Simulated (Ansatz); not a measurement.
Data:

Starting cell, Al2O3 (corundum):

```xyz
10
Lattice="2.4040 1.3879 4.3739 -2.4040 1.3879 4.3739 0.0000 -2.7759 4.3739" Properties=species:S:1:pos:R:3 pbc="T T T"
Al     0.0000     0.0000     4.6205
Al     0.0000     0.0000     1.9403
Al     0.0000     0.0000     8.5011
Al     0.0000     0.0000    11.1813
O     -0.9320     1.3879     7.6543
O     -0.7360    -1.5011     7.6543
O      1.6680     0.1132     7.6543
O      0.9320    -1.3879     5.4673
O      0.7360     1.5011     5.4673
O     -1.6680    -0.1132     5.4673
```

The atoms are displaced by Q × the pattern below (from a DFPT mode at Γ, largest move 1; Q in Å), at fixed cell. It is one choice among 2 degenerate patterns.

```json
[
 {"atom": "Al1", "x": "0.117", "y": "-0.020", "z": "0.000"},
 {"atom": "Al2", "x": "-0.117", "y": "-0.020", "z": "0.000"},
 {"atom": "Al3", "x": "-0.117", "y": "0.020", "z": "0.000"},
 {"atom": "Al4", "x": "0.117", "y": "0.020", "z": "0.000"},
 {"atom": "O5", "x": "0.000", "y": "0.656", "z": "0.754"},
 {"atom": "O6", "x": "0.285", "y": "0.163", "z": "-0.377"},
 {"atom": "O7", "x": "-0.285", "y": "0.163", "z": "-0.377"},
 {"atom": "O8", "x": "0.000", "y": "-0.656", "z": "-0.754"},
 {"atom": "O9", "x": "-0.285", "y": "-0.163", "z": "0.377"},
 {"atom": "O10", "x": "0.285", "y": "-0.163", "z": "0.377"}
]
```

All values below come from PBE (plane waves to 420 eV, PAW, scalar-relativistic; Ansatz, a first-principles code). k mesh 8×8×8 (Γ-centred), Fermi-Dirac smearing 0.05 eV. Energies are smeared free energies. Al2O3 was relaxed with its symmetry unable to fall. The PAW data are Ansatz's earlier set. The zero of ΔE is the undisplaced structure.

The scan covers Q from -0.280 to 0.280 Å in 13 points.

**Question.** Is this a single well or a double well?

**Answer.** A single well with its minimum at or next to zero displacement.

**Question.** Which space group does the distorted structure have?

**Answer.** P-1 (No. 2), lowered from R-3c.

**Question.** Is the energy the same for equal positive and negative displacements?

**Answer.** Even: the same for both signs.

**Question.** What is the energy change at Q = 0.280 Å?

**Answer.** 921 meV/cell.

**Question.** What harmonic wavenumber does the curvature at Q = 0 give?

**Answer.** 359 cm⁻¹.

(A displaced cell: forces are minus the slopes of the energy, force constants its curvatures, and phonons follow from these.)
